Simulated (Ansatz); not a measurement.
ScMo3C (anti-perovskite, Pm-3m) at seven volumes, r²SCAN (plane waves, PAW; program Ansatz), scaled uniformly. One row is withheld.

| V (Å³/atom) | P (GPa) |
|---|---|
| 13.645 | 25.34 |
| 14.095 | 15.57 |
| 14.545 | ? |
| 14.994 | 0.00 |
| 15.444 | -6.17 |
| 15.894 | -11.47 |
| 16.344 | -16.01 |

Question: Fit the shown pressures and predict the withheld one.

Answer: Third-order Birch–Murnaghan: P = (3/2)B₀(x^(7/2) − x^(5/2))[1 + (3/4)(B′ − 4)(x − 1)] with x = (V₀/V)^(2/3). Least squares on the six rows gives V₀ = 14.994 Å³/atom, B₀ = 221.6 GPa, B′ = 4.09. At V = 14.545, x = 1.0205 and P = 7.17 GPa. The run itself gave 7.19 GPa.

The start of the workflow was typed in or built on a structure type; neither database checked (COD, Materials Project) lists it. Whether it is the stable phase at ambient conditions was not checked. The cell was relaxed with r²SCAN under the symmetry of its start; its stability against distortions is not shown here. The run is not spin-polarised.

Potentials: the later of the program's two PAW sets.
